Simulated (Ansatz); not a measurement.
Space group Ia-3 (No. 206). a = 8.386 Å, b = 8.386 Å, c = 8.386 Å, α = 90.00°, β = 90.00°, γ = 90.00°
```csv
atom,site,symmetry,x,y,z
Si,16c,.3.,0.1407,0.6407,0.8593
O,24d,2..,0.5000,0.2500,0.4331
O,8b,.-3.,0.7500,0.2500,0.2500
```

Equation of state of this SiO2 structure (not necessarily the ground state), with shape and atoms relaxed at each volume where symmetry leaves them free. All numbers below come from DFT LDA, scalar-relativistic, plane waves, PAW (Ansatz 0.2.0).

Cutoff 420 eV; k points 4×4×4 on the computed 24-atom cell (Γ-centred); Gaussian smearing, width 0.02 eV; no spin polarisation.

```
V (Å³/atom) E − E(largest V) (meV/atom) P (GPa) gap on mesh (eV)
     10.813                        11.26     6.70              6.22
     11.182                        -1.77     4.65              6.13
     11.551                       -10.49     2.90              6.04
     11.919                       -15.34     1.36              5.95
     12.288                       -16.88    -0.02              5.81
     12.657                       -15.26    -1.36              5.66
     13.025                       -10.78    -2.63              5.52
     13.517                         0.00    -4.38              5.32
```

**Question.** Fit a third-order Birch–Murnaghan equation to E(V).

**Answer.** V0 = 12.27 Å³/atom, B0 = 47 GPa, B0' = 1.7.

This form isn't the usual stable structure of the compound.

Cost: 8 runs of about 19 core-minutes in all, on Intel Xeon Processor @ 2.50GHz (Skylake/Cascade Lake) (shared hosts).